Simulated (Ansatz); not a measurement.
**MgMn2Se4O12, one structure, two calculations**

Cell: a computed structure from the Materials Project (it need not be an observed phase), atoms as given.

```
Mg Mn Se O
1.0
     5.44462    0.00000    0.00000
    -0.74990    6.85376    0.00000
    -0.44732   -0.22934    7.87559
Mg Mn Se O
1 2 4 12
Direct
  0.45543 0.27872 0.15243
  0.47080 0.51469 0.51784
  0.00182 0.99785 0.00388
  0.49417 0.17182 0.79986
  0.00612 0.68171 0.69660
  0.97715 0.33997 0.31804
  0.51491 0.80036 0.19801
  0.44062 0.54926 0.25827
  0.11763 0.14233 0.22394
  0.56960 0.40606 0.73459
  0.93335 0.90877 0.77129
  0.78718 0.77796 0.10079
  0.69157 0.22964 0.36059
  0.79030 0.66023 0.51700
  0.69615 0.18659 0.98172
  0.15795 0.33947 0.50731
  0.30877 0.81838 0.03112
  0.26871 0.74621 0.59385
  0.24276 0.21851 0.92035
```

Atoms are numbered from 1 in the order listed; like atoms form one site, named after its first atom.

First run. The numbers come from a DFT calculation in Ansatz (PBE, plane waves and PAW, scalar-relativistic, collinear spin, 420 eV cutoff, Γ-centred 4×3×3 k-points, Fermi–Dirac smearing 0.02 eV). Start moments as typed (μB): 4 on each Mn, none on the rest.

```tsv
site	atom	V_zz (10²¹ V/m²)	η	m (μB)
Mg	1	1.87	0.40	0.00
Mn2	2	-3.71	0.36	3.17
Mn3	3	-4.17	0.29	3.22
Se4	4	-31.7	0.11	0.01
Se7	7	-32.6	0.34	0.01
O8	8	11.95	0.63	0.01
O9	9	12.66	0.50	0.00
O11	11	12.91	0.61	0.01
O12	12	13.84	0.58	0.02
O13	13	13.38	0.26	0.02
O14	14	12.61	0.46	0.01
O15	15	13.80	0.30	0.04
O16	16	13.21	0.46	0.00
O19	19	13.00	0.47	0.00
```

Second run. The same atoms and settings, except that the cutoff is 550 eV.

(1) Given the first result, estimate the second.

Results:

(1) 

| site | atom | V_zz | η | change of V_zz | m (μB) |
| --- | --- | --- | --- | --- | --- |
| Mg | 1 | 1.87 | 0.40 | 0.00 | 0.00 |
| Mn2 | 2 | -3.73 | 0.35 | -0.02 | 3.17 |
| Mn3 | 3 | -4.18 | 0.28 | -0.01 | 3.22 |
| Se4 | 4 | -31.7 | 0.11 | -0.01 | 0.01 |
| Se7 | 7 | -32.6 | 0.34 | 0.00 | 0.01 |
| O8 | 8 | 11.98 | 0.63 | +0.03 | 0.01 |
| O9 | 9 | 12.69 | 0.50 | +0.03 | 0.00 |
| O11 | 11 | 12.93 | 0.61 | +0.02 | 0.01 |
| O12 | 12 | 13.87 | 0.58 | +0.03 | 0.02 |
| O13 | 13 | 13.39 | 0.26 | +0.01 | 0.02 |
| O14 | 14 | 12.64 | 0.46 | +0.03 | 0.01 |
| O15 | 15 | 13.82 | 0.30 | +0.02 | 0.04 |
| O16 | 16 | 13.23 | 0.46 | +0.02 | 0.00 |
| O19 | 19 | 13.02 | 0.47 | +0.02 | 0.00 |

No V_zz moves by more than 0.03. The table leaves out 5 of the 19 sites, with |V_zz| up to 31.06; their tensors move by 0.03 at most along any direction. The statements above cover all sites.

The largest force is 0.5 eV/Å, so the atoms aren't at the calculated equilibrium and relaxing them would move these values. The program didn't check the stability of this electronic state in full, so a lower one may lie near. All moments are parallel here, as the start or the cell imposes; many such compounds order antiparallel, where fields and spin densities carried over to other atoms largely cancel. The magnetic order is the one that the run reached from its start moments, not necessarily the measured one.
